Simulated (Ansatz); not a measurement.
## KBr: the gap against volume

KBr, Fm-3m, a = 6.604 Å. Ansatz: r2SCAN, PAW, 500 eV, Γ-centred 6×6×6 mesh on 2 atoms, Gaussian smearing 0.02 eV; no spin polarisation. Symmetry fixes shape and atoms, so the cell is only scaled; x = ln(V/V0) with V0 = 36.010 Å³/atom. The gap is read at the mesh points alone.

```
      x gap y (eV)
-0.1278       5.470
-0.0943       5.358
-0.0619           ?
-0.0305       5.160
 0.0000       5.071
 0.0296       4.989
 0.0583       4.912
 0.0953       4.817
```

Fit a straight line to the other rows, give the volume deformation potential of the gap and its pressure coefficient, and predict the missing gap. B0 = 15.9 GPa.

Means x = -0.009914, y = 5.1110; Σ(Δx)² = 0.03882, ΣΔxΔy = -0.1139; the slope is their ratio. y = 5.0819 − 2.9336 x. The slope is the deformation potential a = dE_g/d ln V = -2.93 eV, and dE_g/dP = −a/B0 = 185 meV/GPa. At x = -0.0619 the fit asked for gives 5.263 eV. The run gave 5.255 eV, so the fit is 0.008 eV too high, within the rms miss on the fitted rows (0.010 eV).

Spin-orbit coupling is left out; it would lift a valence top of Br p states by 0.1 to 0.15 eV. Semilocal functionals give gaps under the measured ones; changes of the gap mostly carry over better.

Cost: 8 runs of about 0.57 core-minutes in all, on Arm Neoverse V1 (shared hosts).